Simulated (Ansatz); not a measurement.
NbP:
```xyz
4
Lattice="-1.6518 1.6518 5.6147 1.6518 -1.6518 5.6147 1.6518 1.6518 -5.6147" Properties=species:S:1:pos:R:3 pbc="T T T"
Nb     0.0000     0.0000     0.0024
Nb     0.0000     1.6518     2.8097
P      0.0000     0.0000     6.5402
P      1.6518     0.0000     3.7329
```

Relaxed with LDA. Special points in fractions of this cell's reciprocal vectors: Γ (0.000, 0.000, 0.000); X (0.000, 0.000, 0.500); P (0.250, 0.250, 0.250); N (0.000, 0.500, 0.000); M (0.500, 0.500, -0.500); S (0.272, 0.728, -0.272); S0 (-0.272, 0.272, 0.272); R (-0.043, 0.043, 0.500); G (0.500, 0.500, -0.043).

**Question.** List the band energies nearest the Fermi level at these points for DFT-LDA in the program Ansatz with PAW potentials.

**Answer.** In eV from the Fermi level; about four levels below and three above (degenerate sets whole), none deeper than 8.9 eV; points with the same levels are listed once.

| k | below | above |
|---|---|---|
| Γ | -2.25 -1.78 -1.36 -1.36 | 0.83 1.69 2.84 |
| X | -2.84 -2.84 -0.42 -0.42 | 3.15 3.15 3.28 3.28 |
| P | -2.90 -2.90 -0.39 -0.39 | 3.16 3.16 3.26 3.26 |
| N | -2.41 -1.85 -1.59 -0.05 | 0.05 1.38 2.63 |
| M | -2.80 -2.80 -0.45 -0.45 | 1.23 1.23 2.48 2.48 |
| S | -2.38 -2.25 -1.48 -0.20 | 0.21 1.75 2.54 |
| R | -2.82 -2.82 -0.47 -0.47 | 2.93 2.93 3.34 3.34 |

Space group I4_1md. Symmetry was held in the LDA relaxation; of distortions, only those at the zone centre were tested. The run is not spin-polarised. A small band overlap can be real or an error of a semilocal functional. The Fermi level of a semimetal is unsure by some 0.05 eV on such meshes. Spin–orbit coupling is left out wherever it is not named.

Potentials: the earlier of the program's two PAW sets.
